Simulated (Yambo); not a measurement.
N (space group P4_2/mnm, No. 136), G0W0@LDA (Yambo, plasmon pole, terminator in G, 4×4×2 mesh): gap A → Γ in eV by bands and screening block.

```json
[
 {"bands (W and G)": "32", "2 Ry": "[?]", "3 Ry": "13.37", "5 Ry": "[?]", "6 Ry": "13.28", "8 Ry": "13.29"},
 {"bands (W and G)": "54", "2 Ry": "13.35", "3 Ry": "13.20", "5 Ry": "13.08", "6 Ry": "13.10", "8 Ry": "13.11"},
 {"bands (W and G)": "84", "2 Ry": "13.30", "3 Ry": "13.16", "5 Ry": "13.04", "6 Ry": "13.05", "8 Ry": "[?]"},
 {"bands (W and G)": "121", "2 Ry": "13.29", "3 Ry": "13.14", "5 Ry": "13.01", "6 Ry": "13.03", "8 Ry": "13.04"},
 {"bands (W and G)": "158", "2 Ry": "13.28", "3 Ry": "13.13", "5 Ry": "13.00", "6 Ry": "13.02", "8 Ry": "13.03"}
]
```

Problem. Estimate the withheld gaps from their neighbours; the computed values follow.

Solution. 
- 32, 2 Ry: 13.52
- 32, 5 Ry: 13.26
- 84, 8 Ry: 13.06

The largest settings aren't shown to be the converged limit.

Geometry of the Materials Project entry, not relaxed at this level; primitive cell a = 4.084 Å, b = 4.084 Å, c = 5.346 Å, α = 90.00°, β = 90.00°, γ = 90.00°.

The structure is a Materials Project entry; no match was found in the copy of COD used, and its stability was not checked.

The distance between layers or molecules is the database entry's, not relaxed here. Functionals without dispersion can leave it too large, which widens gaps and weakens the response across layers: the numbers belong to this cell.
